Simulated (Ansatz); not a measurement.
Input and command of a plane-wave DFT calculation in Ansatz:

```yaml
crystal:
  lattice:
    - [2.1295517157, 1.2294972563, 9.8715524291]
    - [-2.1295517157, 1.2294972563, 9.8715524291]
    - [0.0, -2.4589945125, 9.8715524291]
  atoms:
    - { symbol: Rb, position: [0.0, 0.0, 0.0] }
    - { symbol: Rb, position: [0.2095, 0.2095, 0.2095] }
    - { symbol: Rb, position: [0.7905, 0.7905, 0.7905] }
    - { symbol: Si, position: [0.4, 0.4, 0.4] }
    - { symbol: Si, position: [0.6, 0.6, 0.6] }
basis:
  ecutwfc: 420
kpoints:
  mp_grid: { grid: [6, 6, 6] }
hamiltonian:
  xc: pbe
scf:
  occupations: { method: gaussian, width: 0.1 }
  lower_state_search: "off"
output:
  forces: true
  stress: true
  eigenvalues: true
relax:
  adjacent_minimum: "off"
  f_tol: 0.04
  max_steps: 70
  cell: { stress_tol: 0.4 }
```

```bash
ansatz run input.yaml --threads 1 --pin off --max-ram 2560MiB --backend cpu --events-out ev --progress --plain --runs-dir out
```

Processor: Arm Neoverse V2, 1 thread, on a host shared with other jobs.

Task: How long does it run, and how much memory does it take?

Result: About 2.2 min on 1 thread of Arm Neoverse V2, on a shared host, peak memory 0.48 GiB. It solves 23 bands at 32 k points (the mesh reduced by the symmetry that the task leaves, which can be less than the crystal's) with about 4175 plane waves (on the last cell), in 134 SCF iterations over 19 ionic steps.
